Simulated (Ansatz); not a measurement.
Input file for Ansatz (a program for electronic structure):

Ansatz 0.2 input:
```yaml
crystal:
  lattice:
    - [2.9768349449, 0.0, 0.0]
    - [-1.4884174724, 2.5780146851, 0.0]
    - [0.0, 0.0, 9.3603172288]
  atoms:
    - { symbol: Li, position: [0.6666666667, 0.3333333333, 0.7433782138] }
    - { symbol: Li, position: [0.3333333333, 0.6666666667, 0.2433782138] }
    - { symbol: Ge, position: [0.0, 0.0, 0.4992704218] }
    - { symbol: Ge, position: [0.0, 0.0, 0.9992704218] }
    - { symbol: N, position: [0.3333333333, 0.6666666667, 0.6019813644] }
    - { symbol: N, position: [0.6666666667, 0.3333333333, 0.1019813644] }
kpoints:
  mp_grid: { grid: [6, 6, 2] }
hamiltonian:
  xc: hse06
  pseudopotentials: { kind: paw }
magnetization: { noncollinear: true, spin_orbit: true }
scf:
  n_extra_bands: 12
  occupations: { method: gaussian, width: 0.02 }
output:
  eigenvalues: true
  eigenstates:
    e_range: [-9.0, 11.3]
    kpoints:
      - [0.333333, 0.333333, 0.0]  # VBM
      - [0.0, -0.5, 0.0]  # CBM
      - [0.0, 0.0, 0.0]  # GAMMA
      - [0.0, 0.0, 0.5]  # A
      - [0.3333333333, 0.3333333333, 0.0]  # K
      - [0.3333333333, 0.3333333333, 0.5]  # H
      - [0.5, 0.0, 0.0]  # M
      - [0.5, 0.0, 0.5]  # L
```

Output (shortened):

```
Pseudopotential: Li, paw_fr, valence charge 3
Pseudopotential: Ge, paw_fr, valence charge 14
Pseudopotential: N, paw_fr, valence charge 5
Functional definition: HSE06
non-collinear run that drives no moment, with spin-orbit …
Crystal: 6 atoms, lattice volume = 71.834 Å³
Basis set: ecut = 420 eV, 1375 PW (Γ)
Bands: 56, of which v1, the nominal top of the filled ones, is band 44 counted from 1 (43 counted from 0)
Symmetry: 12 space group operations + 12 with time reversal
k-points: 14 of 72
Projection manifold: j_resolved (fully-relativistic pseudo-atomic orbitals)
SCF iter   1: F=—  HF=-9770.084548 eV  |F-HF|=—  |Δ(HF+E_count)|=         —  Δρ=6.88e-2  dr2=3.16e0  dr2_m=0.00e0 (ungated)  ethr=1.00e-1  |M|=0.00e0 ∫|m|=0.00e0 μB  |m|>n=0.0e0 m-floor=0.0e0 τ_xc=0.0e0  β_m=0.30  ⟨swp⟩=5.1  Hψ=2755  notcnv=0
preconditioner: auto → none
SCF iter   2: F=—  HF=-9769.370044 eV  |F-HF|=—  |Δ(HF+E_count)|=   7.15e-1  Δρ=3.73e-2  dr2=5.95e-1  dr2_m=0.00e0 (ungated)  ethr=7.18e-3  |M|=0.00e0 ∫|m|=0.00e0 μB  |m|>n=0.0e0 m-floor=0.0e0 τ_xc=0.0e0  β_m=0.36  ⟨swp⟩=3.4  Hψ=1976  notcnv=0  defer=5
SCF iter   3: F=—  HF=-9769.251019 eV  |F-HF|=—  |Δ(HF+E_count)|=   1.19e-1  Δρ=1.85e-2  dr2=1.39e-1  dr2_m=0.00e0 (ungated)  ethr=1.35e-3  |M|=0.00e0 ∫|m|=0.00e0 μB  |m|>n=0.0e0 m-floor=0.0e0 τ_xc=0.0e0  β_m=0.42  ⟨swp⟩=4.0  Hψ=1817  notcnv=0  defer=2
iter 4 solved again at ethr=2.04e-5 eV; its pass at ethr=3.15e-4 eV (dr2=9.00e-3 eV) is discarded
SCF iter   4: F=—  HF=-9769.243132 eV  |F-HF|=—  |Δ(HF+E_count)|=   7.89e-3  Δρ=5.52e-3  dr2=9.23e-3  dr2_m=0.00e0 (ungated)  ethr=2.04e-5  |M|=0.00e0 ∫|m|=0.00e0 μB  |m|>n=0.0e0 m-floor=0.0e0 τ_xc=0.0e0  β_m=0.53  ⟨swp⟩=4.6  Hψ=3767  notcnv=0  defer=12
SCF iter   5: F=—  HF=-9769.244667 eV  |F-HF|=—  |Δ(HF+E_count)|=   1.53e-3  Δρ=1.05e-3  dr2=3.94e-4  dr2_m=0.00e0 (ungated)  ethr=2.04e-5  |M|=0.00e0 ∫|m|=0.00e0 μB  |m|>n=0.0e0 m-floor=0.0e0 τ_xc=0.0e0  β_m=0.54  ⟨swp⟩=3.9  Hψ=1798  notcnv=0  defer=5
SCF iter   6: F=-9769.244796 eV  HF=-9769.244794 eV  |F-HF|=1.83e-6  |Δ(HF+E_count)|=   1.28e-4  Δρ=1.98e-4  dr2=2.24e-5  dr2_m=0.00e0 (ungated)  ethr=8.95e-7  |M|=0.00e0 ∫|m|=0.00e0 μB  |m|>n=0.0e0 m-floor=0.0e0 τ_xc=0.0e0  ⟨swp⟩=3.6  Hψ=2017  notcnv=0  defer=8
SCF 1 stopped early in 6 iterations: F = -9769.244796 eV  dr2 = 2.24e-5
Crystal: 6 atoms, lattice volume = 71.834 Å³
Projection manifold: j_resolved (fully-relativistic pseudo-atomic orbitals)
Exchange kernel: α = 0.2500, screened, ω = 0.2079 Å⁻¹, Wigner–Seitz truncation, v(0) = 1041.3324 eV·Å³, q-mesh 6×6×2, nearest image of the exchange supercell L …
Frozen-core exchange: fock
SCF iter   1: F=—  HF=-9769.341570 eV  |F-HF|=—  |Δ(HF+E_count)|=         —  Δρ=1.10e-2  dr2=3.48e-2  dr2_m=0.00e0 (ungated)  ethr=5.09e-7  |M|=0.00e0 ∫|m|=0.00e0 μB  |m|>n=0.0e0 m-floor=0.0e0 τ_xc=0.0e0  β_m=0.30  ⟨swp⟩=8.2  Hψ=4122  notcnv=0
preconditioner: auto → none
SCF iter   2: F=—  HF=-9769.320514 eV  |F-HF|=—  |Δ(HF+E_count)|=   2.11e-2  Δρ=4.09e-3  dr2=8.59e-3  dr2_m=0.00e0 (ungated)  ethr=5.09e-7  |M|=0.00e0 ∫|m|=0.00e0 μB  |m|>n=0.0e0 m-floor=0.0e0 τ_xc=0.0e0  β_m=0.42  ⟨swp⟩=4.0  Hψ=2901  notcnv=0
SCF iter   3: F=—  HF=-9769.316983 eV  |F-HF|=—  |Δ(HF+E_count)|=   3.53e-3  Δρ=1.04e-3  dr2=1.97e-3  dr2_m=0.00e0 (ungated)  ethr=5.09e-7  |M|=0.00e0 ∫|m|=0.00e0 μB  |m|>n=0.0e0 m-floor=0.0e0 τ_xc=0.0e0  β_m=0.59  ⟨swp⟩=4.0  Hψ=2774  notcnv=0
SCF iter   4: F=—  HF=-9769.332444 eV  |F-HF|=—  |Δ(HF+E_count)|=   1.55e-2  Δρ=1.03e-3  dr2=4.87e-4  dr2_m=0.00e0 (ungated)  ethr=5.09e-7  |M|=0.00e0 ∫|m|=0.00e0 μB  |m|>n=0.0e0 m-floor=0.0e0 τ_xc=0.0e0  β_m=0.59  ⟨swp⟩=4.1  Hψ=2996  notcnv=0
SCF iter   5: F=—  HF=-9769.332230 eV  |F-HF|=—  |Δ(HF+E_count)|=   2.13e-4  Δρ=8.91e-5  dr2=3.20e-5  dr2_m=0.00e0 (ungated)  ethr=5.09e-7  |M|=0.00e0 ∫|m|=0.00e0 μB  |m|>n=0.0e0 m-floor=0.0e0 τ_xc=0.0e0  β_m=0.64  ⟨swp⟩=3.0  Hψ=1906  notcnv=0
SCF iter   6: F=-9769.332432 eV  HF=-9769.332439 eV  |F-HF|=7.45e-6  |Δ(HF+E_count)|=   2.09e-4  Δρ=1.35e-4  dr2=1.09e-5  dr2_m=0.00e0 (ungated)  ethr=1.01e-8  |M|=0.00e0 ∫|m|=0.00e0 μB  |m|>n=0.0e0 m-floor=0.0e0 τ_xc=0.0e0  ⟨swp⟩=4.3  Hψ=2825  notcnv=0
SCF 2 stopped early in 6 iterations: F = -9769.332432 eV  dr2 = 1.09e-5
hybrid outer 1: dexx = +1.713e-2 eV, tail = 8.86e-5 eV
Crystal: 6 atoms, lattice volume = 71.834 Å³
Projection manifold: j_resolved (fully-relativistic pseudo-atomic orbitals)
Exchange kernel: α = 0.2500, screened, ω = 0.2079 Å⁻¹, Wigner–Seitz truncation, v(0) = 1041.3324 eV·Å³, q-mesh 6×6×2, nearest image of the exchange supercell L …
Frozen-core exchange: fock
SCF iter   1: F=—  HF=-9769.332648 eV  |F-HF|=—  |Δ(HF+E_count)|=         —  Δρ=6.78e-5  dr2=1.80e-6  dr2_m=0.00e0 (ungated)  ethr=1.01e-6  |M|=0.00e0 ∫|m|=0.00e0 μB  |m|>n=0.0e0 m-floor=0.0e0 τ_xc=0.0e0  β_m=0.30  ⟨swp⟩=4.2  Hψ=1741  notcnv=0
preconditioner: auto → none
SCF iter   2: F=—  HF=-9769.332649 eV  |F-HF|=—  |Δ(HF+E_count)|=   5.53e-7  Δρ=2.86e-5  dr2=5.50e-7  dr2_m=0.00e0 (ungated)  ethr=3.73e-9  |M|=0.00e0 ∫|m|=0.00e0 μB  |m|>n=0.0e0 m-floor=0.0e0 τ_xc=0.0e0  β_m=0.65  ⟨swp⟩=4.0  Hψ=2459  notcnv=0
SCF iter   3: F=—  HF=-9769.332649 eV  |F-HF|=—  |Δ(HF+E_count)|=   8.54e-8  Δρ=1.35e-5  dr2=2.30e-7  dr2_m=0.00e0 (ungated)  ethr=8.93e-10  |M|=0.00e0 ∫|m|=0.00e0 μB  |m|>n=0.0e0 m-floor=0.0e0 τ_xc=0.0e0  β_m=0.58  ⟨swp⟩=3.0  Hψ=1938  notcnv=0
SCF iter   4: F=—  HF=-9769.332650 eV  |F-HF|=—  |Δ(HF+E_count)|=   1.01e-6  Δρ=1.12e-5  dr2=1.15e-7  dr2_m=0.00e0 (ungated)  ethr=1.93e-10  |M|=0.00e0 ∫|m|=0.00e0 μB  |m|>n=0.0e0 m-floor=0.0e0 τ_xc=0.0e0  β_m=0.58  ⟨swp⟩=4.0  Hψ=2543  notcnv=0
iter 5 solved again at ethr=7.52e-12 eV; its pass at ethr=1.93e-10 eV (dr2=3.31e-9 eV) is discarded
SCF iter   5: F=-9769.332650 eV  HF=-9769.332650 eV  |F-HF|=3.92e-9  |Δ(HF+E_count)|=   2.83e-8  Δρ=2.61e-6  dr2=9.89e-9  dr2_m=0.00e0 (ungated)  ethr=7.52e-12  |M|=0.00e0 ∫|m|=0.00e0 μB  |m|>n=0.0e0 m-floor=0.0e0 τ_xc=0.0e0  ⟨swp⟩=2.4  Hψ=3111  notcnv=0
SCF 3 converged in 5 iterations: F = -9769.332650 eV  dr2 = 9.89e-9
hybrid outer 2: dexx = +1.138e-6 eV, tail = 5.49e-8 eV, Δε = 2.17e-3 eV (about 7.96e-5 eV left of the loop's levels)
NSCF: frozen V_eff on 8 k-points
hybrid SCF converged: 2 outer / 11 inner (+6 warm-up), last move |dexx| = 1.14e-6 eV, tail = 5.49e-8 eV
Stability not checked (fock_operator)
Magnetization: |M| = 0.0000 μB,  M = (+0.0000, +0.0000, +0.0000) μB
Absolute magnetization: 0.0000 μB (∫|m|)
  site 0: m = (+0.0000, +0.0000, +0.0000) μB, |m| = 0.0000 μB  (R = 0.89 Å)
  site 1: m = (+0.0000, +0.0000, +0.0000) μB, |m| = 0.0000 μB  (R = 0.89 Å)
  site 2: m = (+0.0000, +0.0000, +0.0000) μB, |m| = 0.0000 μB  (R = 0.81 Å)
  site 3: m = (+0.0000, +0.0000, +0.0000) μB, |m| = 0.0000 μB  (R = 0.81 Å)
  site 4: m = (+0.0000, +0.0000, +0.0000) μB, |m| = 0.0000 μB  (R = 0.81 Å)
  site 5: m = (+0.0000, +0.0000, +0.0000) μB, |m| = 0.0000 μB  (R = 0.81 Å)
Free energy (F): -9769.332650 eV
Frozen-core exchange: fock
Harris-Foulkes:  -9769.332650 eV  (|F-HF|=3.92e-9)
Internal energy: -9769.332650 eV  (E = F + TS)
E sigma→0 (E₀):  -9769.332650 eV
Fermi energy:    8.587599 eV
--- Per-component energies (eV) ---
  E_band       = -541.345318
  E_kinetic    = 529.739447
  E_local      = -5880.605735  (includes V_loc(G=0)·N_el)
  E_nonlocal   = 864.114320
  E_hartree    = 2531.955179
  E_xc         = -238.115077
  E_vxc        = -250.857788  (∫ρ·V_xc dr)
  E_exx        = -159.127178  (= α·E_x^exact, valence–valence)
  E_paw        = -4235.540947  (= ΣΔE_a)
  E_vpaw       = -549.391939  (= ΣTr[D̂ρ^β])
  E_aug_tail   = 0.000855  (compensation charges beyond the density's cutoff)
  E_ewald      = -3180.979987
  E_core_change = -0.773529  (= ΣΔE_core)
  E_smearing   =  0.000000  (= −TS)
  E_closure    = 0.000000  (closes the sum)
  Σ components = -9769.332650   (vs F -9769.332650, Δ=0.00e0)
  [band-id]    e_kinetic+e_local+e_nonlocal+2·e_hartree+e_vxc+2·e_exx+e_vpaw+e_augmentation_tail = -541.344837   (vs E_band -541.345318, Δ=4.81e-4)
--- Band table (eV; the first three rows and the last of 14) ---
  k-point 0: bands = ["-40.8733", "-40.8733", "-40.8732", "-40.8732", "-19.9288", "-19.9288", "-19.9288", "-19.9288", "-19.8059", "-19.8059", "-19.8057", "-19.8057", "-19.3591", "-19.3591", "-19.3590", "-19.3590", "-19.2192", "-19.2192", "-19.2191", …
  k-point 1: bands = ["-40.8733", "-40.8733", "-40.8733", "-40.8733", "-19.9288", "-19.9288", "-19.9288", "-19.9288", "-19.8058", "-19.8058", "-19.8058", "-19.8058", "-19.3591", "-19.3591", "-19.3591", "-19.3591", "-19.2191", "-19.2191", "-19.2191", …
  k-point 2: bands = ["-40.8684", "-40.8684", "-40.8684", "-40.8684", "-19.9263", "-19.9262", "-19.9260", "-19.9259", "-19.8139", "-19.8138", "-19.7987", "-19.7985", "-19.3560", "-19.3560", "-19.3491", "-19.3491", "-19.2327", "-19.2327", "-19.2310", …
  k-point 13: bands = ["-40.8515", "-40.8515", "-40.8515", "-40.8515", "-19.9447", "-19.9447", "-19.8818", "-19.8818", "-19.8307", "-19.8307", "-19.8041", "-19.8041", "-19.3589", "-19.3589", "-19.2945", "-19.2945", "-19.2853", "-19.2853", "-19.2470", …
```

Cost: about 7 core-minutes (a rough figure) on shared cores.

The points marked VBM and CBM come from a semilocal run.

Space group P6_3mc. The first step of the workflow began from a Materials Project structure, measured or hypothetical; the Crystallography Open Database copy checked does not list it. Whether it is the stable phase at ambient conditions was not checked. The HSE06 relaxation kept the symmetry of its start; its stability against distortions is not shown here.

Potentials: the later of the program's two PAW sets.

Ansatz is a plane-wave DFT program.
